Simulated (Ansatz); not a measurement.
MoW (rock salt, space group No. 225) under volume change, PBEsol in the plane-wave PAW code Ansatz, scaled uniformly.

```csv
V (Å³/atom),E − E(relaxed) (meV/atom),P (GPa)
15.807,113.4,25.23
16.329,47.6,15.46
16.850,11.3,7.12
17.371,0.0,0.00
17.892,10.2,-6.08
18.413,38.6,-11.28
18.934,82.7,-15.73
```

### Question
What does a third-order Birch–Murnaghan fit give for V₀, B₀ and B′?

### Answer
V₀ = 17.37 Å³/atom, B₀ = 219 GPa, B′ = 4.2.

Space group Fm-3m (rock salt). The start of the workflow was typed in or built on a structure type; neither database checked (COD, Materials Project) lists it. Its standing as an ambient phase is unchecked. The PBEsol relaxation kept the symmetry of its start. At this level the phase is mechanically unstable. No spin polarisation was allowed. Its formation energy is positive at this level, so the cell may be metastable or incomplete. Scalar-relativistic: spin–orbit coupling is off unless named, which matters more the heavier the elements.

Potentials: the later of the program's two PAW sets.
